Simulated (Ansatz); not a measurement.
Input and command of a plane-wave DFT calculation in Ansatz:

```yaml
crystal:
  lattice:
    - [-1.9957174602, 1.9957174602, 3.342137618]
    - [1.9957174602, -1.9957174602, 3.342137618]
    - [1.9957174602, 1.9957174602, -3.342137618]
  atoms:
    - { symbol: Sr, position: [0.0, 0.0, 0.0] }
    - { symbol: C, position: [0.4063724269, 0.4063724269, 0.0] }
    - { symbol: C, position: [0.5936275731, 0.5936275731, 0.0] }
basis:
  ecutwfc: 420
kpoints:
  mp_grid: { grid: [10, 10, 10] }
hamiltonian:
  xc: lda
scf:
  occupations: { method: fixed }
output:
  forces: true
  stress: true
  eigenvalues: true
relax:
  adjacent_minimum: "off"
  f_tol: 0.001
  max_steps: 60
  cell: { stress_tol: 0.02, p_target: 5.0 }
```

```bash
ansatz run input.yaml --threads 1 --pin off --max-ram 3072MiB --backend cpu --events-out ev --progress --plain --runs-dir out
```

Processor: Intel(R) Xeon(R) Platinum 8488C (Sapphire Rapids), 1 thread, on a host shared with other jobs.

Task: How long does it run, and how much memory does it take?

Result: About 37 s on 1 thread of Intel(R) Xeon(R) Platinum 8488C (Sapphire Rapids), with other jobs on the host, peak memory 0.42 GiB. It solves 13 bands at 102 k points (the mesh reduced by symmetry) with about 967 plane waves (on the last cell), in 55 SCF iterations over 11 ionic steps.
